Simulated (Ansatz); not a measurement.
PdOTe as a Janus 1T monolayer was relaxed with 4 functionals in the plane-wave code Ansatz, cell and atoms free, the symmetry of the start kept (meshes: PBE 12×12×1, r2SCAN 12×12×1, PBEsol 12×12×1, LDA 12×12×1). The structure was generated, not taken from experiment, and needn't be the ground state; spin polarisation is off.

The PBEsol result:
```yaml
crystal:
  lattice:
    - [3.48050, 0.00000, 0.00000]
    - [-1.74025, 3.01420, 0.00000]
    - [0.00000, 0.00000, 29.60273]
  atoms:
    - { symbol: Pd, position: [0.00000, 0.00000, 0.31198] }
    - { symbol: O, position: [0.33333, 0.66667, 0.34102] }
    - { symbol: Te, position: [0.66667, 0.33333, 0.25908] }
```
Periodic in the plane only; c spans the vacuum.

In-plane lattice: a = 3.480 Å, b = 3.480 Å, γ = 120.0°; thickness between the outer nuclei 2.43 Å. Pd has 3 O at 2.19 Å and 3 Te at 2.55 Å; O has 3 Pd at 2.19 Å; Te has 3 Pd at 2.55 Å.

(1) Order the functionals by the relaxed area, smallest first.
A. PBE
B. r2SCAN
C. PBEsol
D. LDA

(2) How does the cell change with PBE?

(3) How does the cell change with LDA?

(4) Held at the r2SCAN cell, what mean stress do LDA and PBE find, and does its sign point to their own minimum?

The cell is metallic with PBE, PBEsol, LDA, and these meshes limit the relaxed cells of a metal.

## Answers

(1) D (3.44 Å²/atom), C (3.50 Å²/atom), B (3.71 Å²/atom), A (3.78 Å²/atom).

(2) a = 3.617 Å; the area differs by +8.0 % from PBEsol's. Pd is surrounded by 3 O at 2.25 Å and 3 Te at 2.55 Å; O is surrounded by 3 Pd at 2.25 Å; Te is surrounded by 3 Pd at 2.55 Å.

(3) a = 3.453 Å; the area differs by -1.6 % from PBEsol's. Pd is surrounded by 3 O at 2.16 Å and 3 Te at 2.53 Å; O is surrounded by 3 Pd at 2.16 Å; Te is surrounded by 3 Pd at 2.53 Å.

(4) Yes. LDA -2.92 N/m, and its relaxed area is -7.1 % from r2SCAN's; PBE +1.50 N/m, and its relaxed area is +1.9 % from r2SCAN's. Compression counts positive, so a positive stress asks for a larger cell.
